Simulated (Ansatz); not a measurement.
Co2P (space group Pnma)

```yaml
crystal:
  lattice:
    - [5.41458, 0.00000, 0.00000]
    - [0.00000, 3.46991, 0.00000]
    - [0.00000, 0.00000, 6.52652]
  atoms:
    - { symbol: Co, position: [0.53240, 0.75000, 0.16993] }
    - { symbol: Co, position: [0.46760, 0.25000, 0.83007] }
    - { symbol: Co, position: [0.96760, 0.25000, 0.66993] }
    - { symbol: Co, position: [0.03240, 0.75000, 0.33007] }
    - { symbol: Co, position: [0.85454, 0.25000, 0.06491] }
    - { symbol: Co, position: [0.14546, 0.75000, 0.93509] }
    - { symbol: Co, position: [0.64546, 0.75000, 0.56491] }
    - { symbol: Co, position: [0.35454, 0.25000, 0.43509] }
    - { symbol: P, position: [0.25047, 0.25000, 0.12113] }
    - { symbol: P, position: [0.74953, 0.75000, 0.87887] }
    - { symbol: P, position: [0.24953, 0.75000, 0.62113] }
    - { symbol: P, position: [0.75047, 0.25000, 0.37887] }
```

E(V) scan at fixed shape, V₀ the volume above. The atoms relax within the cell's symmetry.

Computed with PBEsol (plane waves to 420 eV, PAW, scalar-relativistic; Ansatz, a program for electronic structure). k mesh 7×11×6 (Γ-centred), Fermi-Dirac smearing 0.05 eV. E stands for the smeared free energy. Compression counts positive. With the shape held, the modulus is that of even scaling; a crystal free to change shape is softer. Co2P is run without spin polarisation. Co2P was relaxed with its symmetry unable to fall. The zero of ΔE is the relaxed starting cell. The last digit holds for this mesh only.

```json
[
 {"V (Å³/atom)": "9.605", "ΔE (meV/atom)": "33.8"},
 {"V (Å³/atom)": "9.708", "ΔE (meV/atom)": "23.0"},
 {"V (Å³/atom)": "9.810", "ΔE (meV/atom)": "withheld"},
 {"V (Å³/atom)": "9.912", "ΔE (meV/atom)": "7.9"},
 {"V (Å³/atom)": "10.014", "ΔE (meV/atom)": "3.5"},
 {"V (Å³/atom)": "10.116", "ΔE (meV/atom)": "0.8"},
 {"V (Å³/atom)": "10.218", "ΔE (meV/atom)": "0.0"},
 {"V (Å³/atom)": "10.321", "ΔE (meV/atom)": "0.8"},
 {"V (Å³/atom)": "10.423", "ΔE (meV/atom)": "3.2"},
 {"V (Å³/atom)": "10.525", "ΔE (meV/atom)": "7.1"},
 {"V (Å³/atom)": "10.627", "ΔE (meV/atom)": "12.4"},
 {"V (Å³/atom)": "10.729", "ΔE (meV/atom)": "18.9"},
 {"V (Å³/atom)": "10.832", "ΔE (meV/atom)": "26.7"}
]
```

**Question.** Fit a third-order Birch-Murnaghan form (E₀, V₀, B₀, B₀′ free) to the given rows and predict ΔE at V = 9.810.

**Answer.** Least squares on the 12 given rows: ΔE = E₀ + (9V₀B₀/16)·y²·[2 + (B₀′ − 4)y], y = (V₀/V)^(2/3) − 1, with V₀ = 10.218 Å³/atom, B₀ = 260.8 GPa (160.2 GPa = 1 eV/Å³; the term in eV is multiplied by 1000), B₀′ = 4.98, E₀ = 0.00 meV/atom; root-mean-square residual 0.04 meV/atom. At 9.810 the fit gives 14.4 meV/atom; the calculation gives 14.4 meV/atom, the same to the digits shown. For the pressure the fit gives 11.8 GPa against the computed 11.8 GPa.

(A scan under strain: stresses follow from slopes of the energy per volume, elastic moduli from its curvatures.)
